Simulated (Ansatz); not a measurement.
One crystal and one scan (energy over volume and axial ratio) at two levels, PBE (plane waves to 420 eV, PAW, scalar-relativistic; Ansatz, a first-principles code) and PBEsol (plane waves to 420 eV, PAW, scalar-relativistic; Ansatz), each from its own relaxed cell and on its own mesh. The cell shown is that of PBE.

SrTiO$_{3}$ (cubic perovskite)

```
SrTiO3
1.0
    3.93649     0.00000     0.00000
    0.00000     3.93649     0.00000
    0.00000     0.00000     3.93649
Sr Ti O
1 1 3
Direct
  0.00000   0.00000   0.00000
  0.50000   0.50000   0.50000
  0.00000   0.50000   0.50000
  0.50000   0.50000   0.00000
  0.50000   0.00000   0.50000
```

The relaxed cell is deformed in two ways at once: its volume V is scaled, and at that volume it is stretched along z (the c axis of the conventional cell) so that c/a changes. Fractional atomic positions are held.

Energies are smeared free energies. SrTiO3 is run without spin polarisation. SrTiO3 was relaxed with its symmetry unable to fall. The PAW data are Ansatz's earlier set. Percentages come from the unrounded values. Both scans cover V/V₀ from 0.960 to 1.040 and (c/a)/(c/a)₀ from 0.960 to 1.040.

| quantity | PBE | PBEsol | PBE − PBEsol |
|---|---|---|---|
| Lattice constant a (Å) | 3.936 | 3.891 | +0.045 (+1.2 %) |
| Shear modulus C′ = (C11 − C12)/2 (fit, atoms clamped) (GPa) | 108 | 123 | -15 (-13 %) |

PBE gives the higher value for: lattice constant a. PBE gives the lower value for: shear modulus C′.

(A scan under strain: stresses follow from slopes of the energy per volume, elastic moduli from its curvatures.)
